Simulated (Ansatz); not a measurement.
Values for one crystal, relaxed and computed with the program Ansatz at the r²SCAN level (PAW); other levels are named.

| Item | Value |
|---|---|
| Volume per atom | 13.64 Å³ |
| Electronic character | metallic (no gap) |
| Poisson's ratio | 0.30 |
| Bulk modulus (Birch–Murnaghan fit) | 258 GPa |
| Hill bulk and shear moduli | 259 and 121 GPa |
| Density of states at the Fermi level | 0.59 states/eV per atom (mean over ±0.08 eV) |
| Young's modulus | 313 GPa |

Problem. Pick the material that matches.
A. GaMo3N, anti-perovskite
B. V4GaS8, F-43m (V on 16e, Ga on 4a, S on 16e, S on 16e)
C. Y2N, anti-CdI2 type
D. AlN, CsCl type

Solution. A, GaMo3N, anti-perovskite

Space group Pm-3m (anti-perovskite). The start of the workflow was typed in or built on a structure type; neither database checked (COD, Materials Project) lists it. Its standing as an ambient phase is unchecked. The r²SCAN relaxation kept the symmetry of its start; its stability against distortions is not shown here. The workflow began spin-polarised and lost its moments. As this level gives no gap, shear constants depend on the k-mesh and smearing (Fermi–Dirac, 0.1 eV here). Spin–orbit coupling is left out wherever it is not named.

Potentials: the later of the program's two PAW sets.
